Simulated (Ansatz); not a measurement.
Ag (simple cubic, Pm-3m) under volume change, PBEsol (plane waves, PAW; program Ansatz), scaled uniformly.

```json
[
 {"V (Å³/atom)": "17.614", "E − E(relaxed) (meV/atom)": "53.3", "P (GPa)": "10.87"},
 {"V (Å³/atom)": "18.194", "E − E(relaxed) (meV/atom)": "22.1", "P (GPa)": "6.52"},
 {"V (Å³/atom)": "18.775", "E − E(relaxed) (meV/atom)": "___", "P (GPa)": "___"},
 {"V (Å³/atom)": "19.356", "E − E(relaxed) (meV/atom)": "0.0", "P (GPa)": "0.00"},
 {"V (Å³/atom)": "19.936", "E − E(relaxed) (meV/atom)": "___", "P (GPa)": "___"},
 {"V (Å³/atom)": "20.517", "E − E(relaxed) (meV/atom)": "16.9", "P (GPa)": "-4.37"},
 {"V (Å³/atom)": "21.098", "E − E(relaxed) (meV/atom)": "35.7", "P (GPa)": "-5.96"}
]
```

### Question
Some entries are withheld; supply them.

### Answer

- 18.775, E − E(relaxed) (meV/atom): 5.2
- 18.775, P (GPa): 2.94
- 19.936, E − E(relaxed) (meV/atom): 4.5
- 19.936, P (GPa): -2.41

### Question
What does a third-order Birch–Murnaghan fit give for V₀, B₀ and B′?

### Answer
V₀ = 19.36 Å³/atom, B₀ = 88.3 GPa, B′ = 5.7.

A made-up cell: these elements were put on the sites of a structure type; neither database checked (COD, Materials Project) lists it. It is not the phase usual at ambient conditions (space group No. 225). Symmetry was held in the PBEsol relaxation. At this level the phase is mechanically unstable. No spin polarisation was allowed.

Potentials: the earlier of the program's two PAW sets. The files were generated under PBE; for other functionals the program regenerates the frozen cores, and for LDA and PBEsol the local potential too.
